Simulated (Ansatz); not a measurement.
# Al$_{3}$GaN$_{4}$ under pressure: fit and missing row

Al$_{3}$GaN$_{4}$, Pm, a = 5.043 Å, b = 3.130 Å, c = 5.418 Å, β = 90.0°. The structure is a Materials Project entry; whether it is the stable form wasn't checked. Ansatz: PBEsol, PAW, 420 eV, Γ-centred 6×8×4 mesh on 8 atoms, Gaussian smearing 0.02 eV; no spin polarisation. Cell and atoms are relaxed at each pressure, and no other structure is tried, so the rows at high pressure may lie past a change of phase.

| V (Å³/atom) | P (GPa) |
| --- | --- |
| ? | 20.01 |
| 10.211 | 10.00 |
| 10.437 | 5.03 |
| 10.584 | 2.06 |
| 10.691 | 0.02 |
| 10.805 | -2.04 |

**Question.** Take V0 = 10.691 Å³/atom, count pressures from its P0 = 0.02 GPa, fit the third-order Birch–Murnaghan form to the other rows, and predict the missing volume.

**Answer.** With the Eulerian strain f = ½[(V0/V)^(2/3) − 1] and y = (P − P0)/[3f(1 + 2f)^(5/2)], the form is the line y = B0 + 1.5 B0 (B0′ − 4) f. Rows (f, y): 0.01555, 198.2; 0.00808, 198.6; 0.00336, 199.0; -0.00352, 198.6. Means f = 0.005868, y = 198.60; Σ(Δf)² = 0.0001931, ΣΔfΔy = -0.004876; the slope is their ratio. y = 198.7 − 25.26 f GPa, so B0 = 198.7 GPa and B0′ = 4 + 2 × (-25.26)/(3 × 198.7) = 3.92. P = 20.01 GPa is met at f = 0.02921 (y = 197.96), so V = V0 (1 + 2f)^(−3/2) = 9.818 Å³/atom. The run gave 9.818 Å³/atom, the same to the digits shown. The form still works here, 83 % of the fitted range beyond its end.